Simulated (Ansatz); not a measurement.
Values for one crystal, relaxed and computed with PBEsol (plane waves, PAW; program Ansatz); other levels are named.

```yaml
volume_per_atom: 37.01 Å³
electronic_character: metallic (no gap)
Pressure derivative B′: 4.7
Density of states at the Fermi level: 0.06 states/eV per atom (mean over ±0.08 eV)
Bulk modulus (Birch–Murnaghan fit): 37.8 GPa
```

Task: Which of these materials gives this?
A) Zn, diamond
B) Re, P-6m2 (Pearson symbol hP8)
C) Sn, I4/mmm (Sn on 8h)
D) Mg, P6/mmm (Mg on 1a, Mg on 2d)

Result: C, Sn, I4/mmm (Sn on 8h)

This is a known high-pressure phase of the composition, computed here at zero pressure and temperature. Symmetry was held in the PBEsol relaxation; whether a distortion lowers the energy is not shown. The volume moved by 38 % from the start of the relaxation. Scalar-relativistic: spin–orbit coupling is off unless named, which matters more the heavier the elements.

Potentials: the earlier of the program's two PAW sets. The files were generated under PBE; for other functionals the program regenerates the frozen cores, and for LDA and PBEsol the local potential too.
